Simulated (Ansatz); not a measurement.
Nb$_{2}$Pd$_{3}$Se$_{8}$:
Space group Pbam (No. 55); a = 11.027 Å, b = 15.380 Å, c = 3.592 Å, α = β = γ = 90.00°

```json
[
 {"atom": "Nb", "site": "4h", "symmetry": "..m", "x": "0.2002", "y": "0.1223", "z": "0.5000"},
 {"atom": "Pd", "site": "2a", "symmetry": "..2/m", "x": "0.0000", "y": "0.0000", "z": "0.0000"},
 {"atom": "Pd", "site": "4g", "symmetry": "..m", "x": "0.3604", "y": "0.2223", "z": "0.0000"},
 {"atom": "Se", "site": "4g", "symmetry": "..m", "x": "0.2773", "y": "0.4988", "z": "0.0000"},
 {"atom": "Se", "site": "4g", "symmetry": "..m", "x": "0.0318", "y": "0.1573", "z": "0.0000"},
 {"atom": "Se", "site": "4h", "symmetry": "..m", "x": "0.2344", "y": "0.2868", "z": "0.5000"},
 {"atom": "Se", "site": "4h", "symmetry": "..m", "x": "0.4330", "y": "0.1243", "z": "0.5000"}
]
```

Relaxed with r²SCAN.

Which orbitals make up the states near the band edges in DFT-r²SCAN in the program Ansatz with PAW potentials?

Top 1 eV of the valence band: Se 4p 64 %, Pd 4d 22 %, Nb 4d 11 %. Bottom 1 eV of the conduction band: Se 4p 42 %, Nb 4d 34 %, Pd 4d 18 %. Projections are on Löwdin-orthogonalised atomic valence shells; empty p or d shells of many metals are not among them.

Tabulate the density of states.

States/eV per cell of 26 atoms, in 0.25 eV bins, energy from the valence-band maximum.

```tsv
E (eV)	total	Se 4p	Pd 4d	Nb 4d
-7.85	0.00	0.00	0.00	0.00
-7.60	0.00	0.00	0.00	0.00
-7.35	0.00	0.00	0.00	0.00
-7.10	0.00	0.00	0.00	0.00
-6.85	0.00	0.00	0.00	0.00
-6.60	0.00	0.00	0.00	0.00
-6.35	0.00	0.00	0.00	0.00
-6.10	0.00	0.00	0.00	0.00
-5.85	0.00	0.00	0.00	0.00
-5.60	7.34	4.27	1.74	0.87
-5.35	18.83	10.72	5.03	2.05
-5.10	15.31	8.53	4.60	1.27
-4.85	40.60	19.58	16.32	2.84
-4.60	30.09	14.37	11.98	2.11
-4.35	18.45	9.50	6.83	1.05
-4.10	31.41	15.59	11.85	2.05
-3.85	32.71	15.57	12.46	2.87
-3.60	24.00	8.71	11.61	2.63
-3.35	20.54	7.74	10.27	1.74
-3.10	29.87	10.09	15.78	2.89
-2.85	27.84	11.01	12.85	3.12
-2.60	30.62	11.70	14.17	3.67
-2.35	29.65	13.88	11.51	3.27
-2.10	25.21	12.15	8.92	3.39
-1.85	28.06	11.63	11.61	3.93
-1.60	36.60	16.56	14.01	4.99
-1.35	28.90	14.60	9.74	3.62
-1.10	18.74	11.55	4.88	1.64
-0.85	25.09	16.49	5.29	2.39
-0.60	29.94	19.10	6.91	2.99
-0.35	20.39	12.78	4.43	2.59
-0.10	5.79	3.62	0.88	1.04
0.15	0.00	0.00	0.00	0.00
0.40	0.00	0.00	0.00	0.00
0.65	0.03	0.01	0.00	0.02
0.90	6.26	2.16	1.03	2.64
1.15	9.63	3.89	1.78	3.33
1.40	12.42	5.80	2.40	3.53
1.65	23.02	9.40	3.78	8.57
1.90	19.80	8.35	2.93	7.52
2.15	19.85	9.96	3.04	5.99
2.40	18.78	9.23	2.51	6.19
2.65	5.77	1.49	0.16	3.77
2.90	24.13	8.04	0.81	14.01
3.15	8.50	2.81	0.31	4.65
3.40	12.01	4.38	0.31	6.17
3.65	7.77	2.91	0.14	3.95
3.90	14.85	6.23	0.21	7.19
4.15	11.33	4.63	0.15	5.39
4.40	13.65	5.45	0.22	6.40
4.65	0.19	0.08	0.00	0.08
4.90	0.11	0.01	0.00	0.00
5.15	4.67	0.28	0.02	0.23
5.40	6.65	0.39	0.05	0.19
```

The workflow started from a Materials Project entry (that database holds measured and hypothetical structures alike); the Crystallography Open Database copy checked does not list it. Its standing as an ambient phase is unchecked. Symmetry was held in the r²SCAN relaxation; whether a distortion lowers the energy is not shown. No spin polarisation was allowed. Scalar-relativistic: spin–orbit coupling is off unless named, which matters more the heavier the elements.

Potentials: the later of the program's two PAW sets.
